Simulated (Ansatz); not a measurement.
**Wurtzite alloy of GaAs and GaP (21 of 48 As sites exchanged), 96 atoms**

Ansatz, PAW, plane waves. PBEsol relaxation of cell lengths and atoms (angles held) at the single k point (¼, ¼, ¼) without its symmetry partners; single points on the relaxed atoms at the Γ point alone, onto which points of the small cell's zone fold. Arrangement: quasirandom. No spin–orbit coupling unless named.

Relaxed structure:

```yaml
crystal:
  lattice:
    - [11.74366, 0.00000, 0.00000]
    - [0.00000, 13.58280, 0.00000]
    - [0.00000, 0.00000, 12.92599]
  atoms:
    - { symbol: Ga, position: [0.99990, 0.16696, 0.00153] }
    - { symbol: Ga, position: [0.00023, 0.17207, 0.50574] }
    - { symbol: Ga, position: [0.32876, 0.16359, 0.00206] }
    - { symbol: Ga, position: [0.33315, 0.16636, 0.49929] }
    - { symbol: Ga, position: [0.16118, 0.41838, 0.00177] }
    - { symbol: Ga, position: [0.16176, 0.41374, 0.49924] }
    - { symbol: Ga, position: [0.00388, 0.66957, 0.99659] }
    - { symbol: Ga, position: [0.99503, 0.66316, 0.49812] }
    - { symbol: Ga, position: [0.67223, 0.16761, 0.99598] }
    - { symbol: Ga, position: [0.66692, 0.17317, 0.49860] }
    - { symbol: Ga, position: [0.50624, 0.41383, 0.99991] }
    - { symbol: Ga, position: [0.50427, 0.41933, 0.49475] }
    - { symbol: Ga, position: [0.32936, 0.66268, 0.00431] }
    - { symbol: Ga, position: [0.33741, 0.66251, 0.50413] }
    - { symbol: Ga, position: [0.16220, 0.91877, 0.99456] }
    - { symbol: Ga, position: [0.16588, 0.91622, 0.50070] }
    - { symbol: Ga, position: [0.83430, 0.41218, 0.00463] }
    - { symbol: Ga, position: [0.83461, 0.41583, 0.49552] }
    - { symbol: Ga, position: [0.66802, 0.67109, 0.00447] }
    - { symbol: Ga, position: [0.66828, 0.66096, 0.49686] }
    - { symbol: Ga, position: [0.50489, 0.91283, 0.99771] }
    - { symbol: Ga, position: [0.50175, 0.91519, 0.50445] }
    - { symbol: Ga, position: [0.83410, 0.91802, 0.99409] }
    - { symbol: Ga, position: [0.83310, 0.91852, 0.50780] }
    - { symbol: Ga, position: [0.16463, 0.08873, 0.24652] }
    - { symbol: Ga, position: [0.16218, 0.08637, 0.75461] }
    - { symbol: Ga, position: [0.99943, 0.33405, 0.25048] }
    - { symbol: Ga, position: [0.99886, 0.32994, 0.75700] }
    - { symbol: Ga, position: [0.49549, 0.08441, 0.24720] }
    - { symbol: Ga, position: [0.49896, 0.07790, 0.74839] }
    - { symbol: Ga, position: [0.32886, 0.33151, 0.24447] }
    - { symbol: Ga, position: [0.33409, 0.33379, 0.75020] }
    - { symbol: Ga, position: [0.17043, 0.57902, 0.24769] }
    - { symbol: Ga, position: [0.16998, 0.58548, 0.75397] }
    - { symbol: Ga, position: [0.99932, 0.83345, 0.24944] }
    - { symbol: Ga, position: [0.99514, 0.83528, 0.75225] }
    - { symbol: Ga, position: [0.83815, 0.08615, 0.24927] }
    - { symbol: Ga, position: [0.83768, 0.08391, 0.75194] }
    - { symbol: Ga, position: [0.67029, 0.33564, 0.25304] }
    - { symbol: Ga, position: [0.66615, 0.33395, 0.75505] }
    - { symbol: Ga, position: [0.49910, 0.58853, 0.25124] }
    - { symbol: Ga, position: [0.49684, 0.58725, 0.74985] }
    - { symbol: Ga, position: [0.33094, 0.82892, 0.24826] }
    - { symbol: Ga, position: [0.33658, 0.83057, 0.74699] }
    - { symbol: Ga, position: [0.82972, 0.58095, 0.24970] }
    - { symbol: Ga, position: [0.83218, 0.58168, 0.75203] }
    - { symbol: Ga, position: [0.66828, 0.83103, 0.25009] }
    - { symbol: Ga, position: [0.66757, 0.83738, 0.75151] }
    - { symbol: P, position: [0.00015, 0.17023, 0.18570] }
    - { symbol: P, position: [0.00018, 0.16798, 0.69017] }
    - { symbol: P, position: [0.33129, 0.16671, 0.18547] }
    - { symbol: P, position: [0.16443, 0.41511, 0.18590] }
    - { symbol: P, position: [0.33240, 0.66490, 0.18776] }
    - { symbol: P, position: [0.33313, 0.66635, 0.68755] }
    - { symbol: P, position: [0.83427, 0.41609, 0.18898] }
    - { symbol: P, position: [0.66658, 0.66688, 0.18887] }
    - { symbol: P, position: [0.50110, 0.91435, 0.68799] }
    - { symbol: P, position: [0.83291, 0.91953, 0.69131] }
    - { symbol: P, position: [0.16303, 0.08437, 0.93835] }
    - { symbol: P, position: [0.99844, 0.33283, 0.43559] }
    - { symbol: P, position: [0.99861, 0.33175, 0.94075] }
    - { symbol: P, position: [0.16574, 0.58287, 0.93839] }
    - { symbol: P, position: [0.99840, 0.83419, 0.93542] }
    - { symbol: P, position: [0.83645, 0.08402, 0.93612] }
    - { symbol: P, position: [0.66828, 0.33606, 0.43614] }
    - { symbol: P, position: [0.67010, 0.33248, 0.93839] }
    - { symbol: P, position: [0.50091, 0.58378, 0.43585] }
    - { symbol: P, position: [0.83220, 0.57979, 0.43443] }
    - { symbol: P, position: [0.66951, 0.83344, 0.93592] }
    - { symbol: As, position: [0.33233, 0.16561, 0.68766] }
    - { symbol: As, position: [0.16460, 0.41646, 0.68890] }
    - { symbol: As, position: [0.00100, 0.66476, 0.18599] }
    - { symbol: As, position: [0.99961, 0.66689, 0.68785] }
    - { symbol: As, position: [0.66750, 0.16808, 0.18567] }
    - { symbol: As, position: [0.66701, 0.16623, 0.68798] }
    - { symbol: As, position: [0.50069, 0.41856, 0.18843] }
    - { symbol: As, position: [0.50103, 0.41898, 0.68521] }
    - { symbol: As, position: [0.16603, 0.91873, 0.18427] }
    - { symbol: As, position: [0.16612, 0.91788, 0.68934] }
    - { symbol: As, position: [0.83425, 0.41447, 0.68590] }
    - { symbol: As, position: [0.66719, 0.66859, 0.68593] }
    - { symbol: As, position: [0.49961, 0.91418, 0.18613] }
    - { symbol: As, position: [0.83364, 0.91799, 0.18342] }
    - { symbol: As, position: [0.16380, 0.08463, 0.43590] }
    - { symbol: As, position: [0.50119, 0.08303, 0.43658] }
    - { symbol: As, position: [0.50043, 0.08225, 0.93705] }
    - { symbol: As, position: [0.33301, 0.33384, 0.43418] }
    - { symbol: As, position: [0.33202, 0.33339, 0.93924] }
    - { symbol: As, position: [0.16677, 0.58166, 0.43671] }
    - { symbol: As, position: [0.99701, 0.83262, 0.43826] }
    - { symbol: As, position: [0.83438, 0.08578, 0.43893] }
    - { symbol: As, position: [0.50082, 0.58369, 0.93878] }
    - { symbol: As, position: [0.33386, 0.83079, 0.43816] }
    - { symbol: As, position: [0.33237, 0.83081, 0.93611] }
    - { symbol: As, position: [0.83372, 0.58184, 0.94052] }
    - { symbol: As, position: [0.66889, 0.83116, 0.43885] }
```

Q: What are the mean bond lengths by pair (pairs within 1.2 times the sum of covalent radii, less contacts 15 % beyond the pair's median; cation–cation pairs of compounds aside; long ionic contacts are cut short by that bound)?

A: As–Ga 2.438 ± 0.010 Å (standard deviation, 108 bonds); Ga–P 2.369 ± 0.009 Å (standard deviation, 84 bonds).

Q: What gap lies between the top filled and the lowest empty level in the single points?

A: HSE06 1.76 eV (99 s on NVIDIA GB300).
